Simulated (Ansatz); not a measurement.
One crystal and one scan (frozen-phonon scan) at two levels, PBE (plane waves to 420 eV, PAW, scalar-relativistic; Ansatz, an electronic-structure program) and r2SCAN (plane waves to 500 eV, PAW, scalar-relativistic; Ansatz), each from its own relaxed cell and on its own mesh.

The crystal is BP (zinc blende); a phonon pattern at Γ is frozen into a 2-atom cell, Q being the largest atomic displacement.

BP was relaxed with its symmetry unable to fall. The PAW data are Ansatz's earlier set. As the smearing reaches across the gap at some points, energies and forces of such displacements shift with the k mesh and the smearing.

```tsv
quantity	run 1	run 2
Lattice constant a (Å)	4.536	4.548
Band gap of the relaxed cell, no spin-orbit coupling (eV)	1.41	1.25
Harmonic wavenumber from the curvature (finite differences) (cm⁻¹ (negative: imaginary))	819	800
```

Q: Which run is which level?

A: Run 2 is PBE, run 1 is r2SCAN. PBE gives the higher value for: lattice constant a. PBE gives the lower value for: band gap of the relaxed cell, no spin-orbit coupling; harmonic wavenumber from the curvature. Both give the same shape of the curve: a single well with its minimum at or next to zero displacement. Neither level is exact: the differences show how much the result hangs on the functional.

(For displaced atoms, the force is minus the slope of the energy, and its curvature is a force constant, which sets phonon frequencies.)
